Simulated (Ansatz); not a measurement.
**Coordination and 47Ti quadrupole coupling in NaLiTi3O7**

Cell: a computed structure from the Materials Project (it need not be an observed phase).

Space group Fmmm (No. 69); a = 5.7704, b = 11.3354, c = 16.6403 Å.

| site | Wyckoff | site symmetry | x | y | z |
| --- | --- | --- | --- | --- | --- |
| Na | 8h | m2m | 0.5000 | 0.6307 | 0.5000 |
| Li | 8i | mm2 | 0.5000 | 0.5000 | 0.6835 |
| Ti5 | 8f | 222 | 0.7500 | 0.7500 | 0.7500 |
| Ti7 | 16m | m.. | 0.5000 | 0.8730 | 0.6089 |
| O11 | 16m | m.. | 0.5000 | 0.6339 | 0.7640 |
| O15 | 16j | ..2 | 0.7500 | 0.7500 | 0.6317 |
| O19 | 16n | .m. | 0.2238 | 0.5000 | 0.6059 |
| O23 | 8h | m2m | 0.5000 | 0.8342 | 0.5000 |

One atom of each set is listed; the run and its k-mesh use a cell of 24 atoms with edges of 10.07, 8.81, 6.36 Å.

Computed with Ansatz: DFT, PBE, plane waves and PAW, scalar-relativistic, 420 eV cutoff, Γ-centred 4×4×4 k-points, Fermi–Dirac smearing 0.02 eV.

Q(47Ti) = 302.0 mb.

Question: Order the Ti environments from the weakest to the strongest quadrupole coupling.
A. Ti7: 6 O at 1.86–2.12 Å
B. Ti5: 6 O at 1.97 Å

Answer: A (10.4 MHz, η = 0.47), B (11.8 MHz, η = 0.04).

Like point charges on the first shell alone (each adding as 1/d³) would give the same order.
